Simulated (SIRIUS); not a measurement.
Worked example: self-consistent single point of Al (Fm-3m, 4 atoms in the cell; from Materials Project mp-134) in SIRIUS.

Computed with PBE, PseudoDojo 0.5 standard norm-conserving PBE (tails mended) pseudopotentials (plane waves; SIRIUS).

```
Al
1.0
    4.03893     0.00000     0.00000
    0.00000     4.03893     0.00000
    0.00000     0.00000     4.03893
Al
4
Cartesian
  0.00000   0.00000   0.00000
  0.00000   2.01946   2.01946
  2.01946   0.00000   2.01946
  2.01946   2.01946   0.00000
```

Reference input (self-consistent single point, DFT, PBE, plane waves, PseudoDojo 0.5 standard norm-conserving PBE (tails mended) pseudopotentials): parameters.ngridk = 6 6 6; parameters.xc_functionals = [XC_GGA_X_PBE, XC_GGA_C_PBE]; parameters.gk_cutoff = 6.325 1/bohr; parameters.pw_cutoff = 12.65 1/bohr; parameters.smearing = fermi_dirac; parameters.smearing_width = 0.00183747 Ha; potentials = PseudoDojo 0.5 standard norm-conserving PBE (tails mended) pseudopotentials; parameters.electronic_structure_method = pseudopotential; parameters.num_bands = 10; parameters.num_mag_dims = 0; parameters.num_dft_iter = 100; parameters.energy_tol = 1e-07 Ha. This run's input differs from it in these lines:

```diff
@@ -16,3 +16,3 @@
     "pw_cutoff": 12.65,
-    "ngridk": [6, 6, 6],
+    "ngridk": [5, 5, 5],
     "smearing": "fermi_dirac",
```

The program printed (abridged):

```
[find] density tolerance         : 1e-06
[find] total energy tolerance    : 1e-07
[find] iter_solver_tol (initial) : 0.01
[find] iter_solver_tol (target)  : 1e-13
[find] num_dft_iter              : 100
Charges and magnetic moments
--------------------------------------------------------------------------------
total charge          : 12.000000
[find] | SCF iteration   0 out of 100|
[diagonalize] iterative solver tolerance (occupied, empty): 0.01 0.01
[diagonalize] average number of iterations: 3.1
[find] Charges and magnetic moments
[find] total charge          : 12.000000
[find] Energy
   [... lines left out ...]

[find] Charges and magnetic moments
[find] total charge          : 12.000000
[find] Energy
[find] smearing (-TS)                 :      -0.00082902
[find] Total energy                   :      -9.27016276 (Ha),     -18.54032552 (Ry)
[find] Free energy (E-TS)             :      -9.27099178 (Ha),     -18.54198356 (Ry)
[find] band gap (eV)                  :       0.00000000
[find] Efermi                         :       0.29685288
[find] iteration : 24, RMS (target) : 4.5726e-07 (1.0000e-06) , energy difference (target) : -1.4279e-09 (1.0000e-07)
[find] bands are converged : true
[find] iterative solver converged : false
[find] converged after 25 SCF iterations!
[find] Charges and magnetic moments
[find] total charge          : 12.000000
[find] Energy
[find] smearing (-TS)                 :      -0.00082902
[find] Total energy                   :      -9.27016276 (Ha),     -18.54032552 (Ry)
[find] Free energy (E-TS)             :      -9.27099178 (Ha),     -18.54198356 (Ry)
[find] band gap (eV)                  :       0.00000000
[find] Efermi                         :       0.29685288
[ground_state] === stress tensor components [kbar] ===
[ground_state] === stress_total ===
[ground_state]     1.094573    0.000000    0.000000
[ground_state]     0.000000    1.094573   -0.000000
[ground_state]     0.000000   -0.000000    1.094573
[ground_state] ==== total Forces in Ha/bohr =====
[ground_state] atom:    0, force:       0.0000000      0.0000000      0.0000000
   [... zero for the other atoms too ...]
```

The run converged in 25 iterations. SIRIUS prints the stress tensor with tension positive. Against the reference run the free energy rises by 18.9 meV/atom and the pressure goes from 0.23 to -0.11 GPa.

This run is one point of a test of settings, so its values need not be converged; read them against the reference run alone. The structure comes from a collection of computed structures, made at another level of theory; the collection holds predicted forms beside known ones. No clean gap shows at this smearing width and mesh (spacing up to 0.31 Å⁻¹); the mesh is coarse for partly filled bands, so the values carry mesh errors.

“Tails mended”: in these copies of the files the far tail of each local potential was reset to the Coulomb form.
